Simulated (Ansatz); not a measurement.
# Run times of several calculations on SiO₂

Cell: 12 atoms, space group P4_12_12, a = 4.979 Å, b = 4.979 Å, c = 6.950 Å, α = 90.00°, β = 90.00°, γ = 90.00°.

All runs are DFT with Ansatz 0.2.0 on 1 thread of Intel Xeon Platinum 8259CL CPU @ 2.50GHz (Skylake/Cascade Lake) (x86_64; 16 cores open to the job, memory cap 3.0 GiB, no GPU), a shared host.

Q: Rank the runs by wall time, shortest first.
A. single point, PBE, gradients read without the response of the cores, 420 eV, 5×5×4 k-points, smearing 0.02 eV
B. relaxation of the ions, PBE, gradients read without the response of the cores, 420 eV, 5×5×4 k-points, smearing 0.02 eV
C. single point at relaxed positions, r2SCAN, gradients read without the response of the cores, 500 eV, 5×5×4 k-points, smearing 0.02 eV

A: A (15 s, 0.43 GiB), C (29 s, 0.78 GiB), B (41 s, 0.49 GiB).
